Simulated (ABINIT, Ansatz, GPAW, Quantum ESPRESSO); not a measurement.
## One calculation of GeW, 4 ways

```
CELL_PARAMETERS angstrom
0.00000 2.57761 2.57761
2.57761 0.00000 2.57761
2.57761 2.57761 0.00000
ATOMIC_POSITIONS crystal
Ge 0.50000 0.50000 0.50000
W 0.00000 0.00000 0.00000
```

The cell comes from a database or a generator and needn't be the stable form of this composition.

Alike in all runs: task single point; functional PBE; k mesh 9 × 9 × 9; occupations fermi-dirac, width 0.05 eV; no spin polarisation; no spin-orbit coupling. Pressure is positive in compression and, in plane waves, holds the error of the finite cutoff, which Ansatz's Pulay term estimates and takes out.

| program and potentials | plane-wave cutoff (eV) | notes | pressure (GPa) |
| --- | --- | --- | --- |
| Quantum ESPRESSO, SSSP 1.3 efficiency PBE | 748 | 14 valence electrons an atom on average | ? |
| Ansatz, Ansatz PAW (earlier soft set) | 420 | 14 valence electrons an atom on average; Pulay term of +0.07 GPa included | 0.23 |
| ABINIT, JTH PAW PBE v2.0 | 599 | 14 valence electrons an atom on average | -0.15 |
| GPAW, GPAW PAW data sets (gpaw-data 1.2.1) | 600 | 9 valence electrons an atom on average | 0.32 |

Question: Estimate from the other rows what the run with Quantum ESPRESSO, SSSP 1.3 efficiency PBE gave.

Answer: Pressure 0.19 GPa. The other rows, which needn't bracket it: pressure -0.15 to 0.32.
